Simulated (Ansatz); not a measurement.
SiC (wurtzite)

```xyz
4
Lattice="3.0919 0.0000 0.0000 -1.5460 2.6777 0.0000 0.0000 0.0000 5.0742" Properties=species:S:1:pos:R:3 pbc="T T T"
Si     1.5460     0.8926     0.0026
Si     0.0000     1.7851     2.5397
C      1.5460     0.8926     3.1698
C      0.0000     1.7851     0.6327
```

This relaxed cell (volume V₀) is scaled evenly in all directions, its shape held. The atoms relax within the cell's symmetry.

These are PBE (plane waves to 420 eV, PAW, scalar-relativistic; Ansatz, a quantum-chemistry and plane-wave program) values and carry that method's errors. k mesh 12×12×7 (Γ-centred), Fermi-Dirac smearing 0.05 eV. Stress and pressure are positive under compression. SiC was relaxed with its symmetry unable to fall. The PAW data are Ansatz's earlier set.

At one point of the scan the stress tensor (GPa) is:

```
    7.0      0.0      0.0
    0.0      7.0      0.0
    0.0      0.0      6.8
```

Problem. Which point is it?
A. V/V₀ = 0.970
B. V/V₀ = 0.940
C. V/V₀ = 0.985
D. V/V₀ = 0.955

Solution. A, V/V₀ = 0.970

(A scan under strain: stresses follow from slopes of the energy per volume, elastic moduli from its curvatures.)
